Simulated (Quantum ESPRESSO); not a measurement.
## NMR parameters of Al2O3 (changed cell)

```yaml
crystal:
  lattice:
    - [2.37849, 1.37322, 4.45952]
    - [-2.37849, 1.37322, 4.45952]
    - [0.00000, -2.74644, 4.45952]
  atoms:
    - { symbol: Al, position: [0.14898, 0.14898, 0.14898] }
    - { symbol: Al, position: [0.85102, 0.85102, 0.85102] }
    - { symbol: Al, position: [0.35102, 0.35102, 0.35102] }
    - { symbol: Al, position: [0.64898, 0.64898, 0.64898] }
    - { symbol: O, position: [0.94317, 0.55683, 0.25000] }
    - { symbol: O, position: [0.05683, 0.44317, 0.75000] }
    - { symbol: O, position: [0.25000, 0.94317, 0.55683] }
    - { symbol: O, position: [0.75000, 0.05683, 0.44317] }
    - { symbol: O, position: [0.55683, 0.25000, 0.94317] }
    - { symbol: O, position: [0.44317, 0.75000, 0.05683] }
```
The cell was made here from a computed Materials Project entry: strained by +2 % along the unique axis and by -1 % across it, atoms relaxed (PBE without dispersion, pw.x of a modified build of Quantum ESPRESSO, symmetry kept). The parent is Al2O3 in R-3c. Stability against distortions was not tested.

These are absolute shieldings with no macroscopic susceptibility term; δ = σ_ref − σ needs a reference computed alike. By our sweeps, such settings leave a few ppm in absolute σ. The datasets of Al hold no d projectors, which limits absolute σ on these atoms. Static lattice: thermal averaging is not included.

Ω = σ33 − σ11 of the symmetric part; where symmetry doesn't make it nil, it is less certain than σ_iso.

**Question.** What do the calculations give at each independent site (shieldings by PBE GIPAW on JTH datasets (Quantum ESPRESSO), 22.5 Ha, k-mesh 4×4×4 shifted, f-sum rule met within 0.014 %)?

**Answer.** 
```tsv
site	site symmetry	σ_iso (ppm)	span Ω (ppm)
Al (atoms 1, 2, 3, 4)	3	534	11
O (atoms 5, 6, 7, 8, 9, 10)	2	162	12
```
